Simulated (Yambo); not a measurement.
Yambo run on KF (rock salt, space group Fm-3m, No. 225). The wavefunctions come from this Quantum ESPRESSO step (LDA, PseudoDojo standard norm-conserving files, scalar-relativistic):

```
&CONTROL
  calculation = 'nscf'
  pseudo_dir = './pseudo'
  outdir = './out'
/
&SYSTEM
  ibrav = 0
  nat = 2
  ntyp = 2
  ecutwfc = 84.0
  ecutrho = 336.0
  occupations = 'fixed'
  force_symmorphic = .true.
  nbnd = 142
/
&ELECTRONS
  conv_thr = 2e-09
  diago_full_acc = .true.
  diago_thr_init = 1e-08
/
ATOMIC_SPECIES
F 18.9984 F.upf
K 39.0983 K.upf
CELL_PARAMETERS angstrom
  0.000000000000   2.579133284000   2.579133284000
  2.579133284000   0.000000000000   2.579133284000
  2.579133284000   2.579133284000   0.000000000000
ATOMIC_POSITIONS crystal
F   0.500000000000   0.500000000000   0.500000000000
K   0.000000000000   0.000000000000   0.000000000000
K_POINTS automatic
4 4 4 0 0 0
```

Yambo input:

```
rim_cut
gw0
dyson
el_el_corr
HF_and_locXC
ppa
em1d
RandQpts= 1000000
RandGvec= 1 Ry
EXXRLvcs= 84 Ry
VXCRLvcs= 336 Ry
Chimod= "HARTREE"
% BndsRnXp
 1 | 140 |
%
NGsBlkXp= 14 Ry
% LongDrXp
 1.0 | 1.0 | 1.0 |
%
PPAPntXp= 27.2114 eV
% GbndRnge
 1 | 140 |
%
GTermKind= "BG"
DysSolver= "n"
ExtendOut
% QPkrange
 1 | 1 | 8 | 9 |
 3 | 3 | 8 | 9 |
%
```

k points by index: 1 = Γ, 3 = L.

Table of the .qp output:

```
#    K-point    Band    Eo [eV]    E [eV]    E-Eo [eV]    Vxc [eV]    Vnlxc [eV]    Sc|Eo [eV]    Sc|E [eV]    dSc/dw|Eo [eV]    Re(Z)    Im(Z)
#
    1    8    0.000000    -2.615867    -2.615867    -21.75680    -29.55025    4.555240    5.177577    -6.473516    0.807820    -0.001046
    1    9    6.395576    7.961799    1.566222    -9.394156    -4.573630    -3.067839    -3.254304    -3.239508    0.893615    -0.583046E-3
    3    8    -0.466725    -3.096898    -2.630173    -20.89127    -28.66090    4.515855    5.139452    -6.451325    0.808353    -0.001073
    3    9    9.239222    11.32574    2.086518    -12.43598    -7.137984    -2.921971    -3.211475    -3.775478    0.878158    -0.617233E-3
```
(The two width columns are left out.) Convergence of these settings isn't established.

Geometry relaxed with LDA.
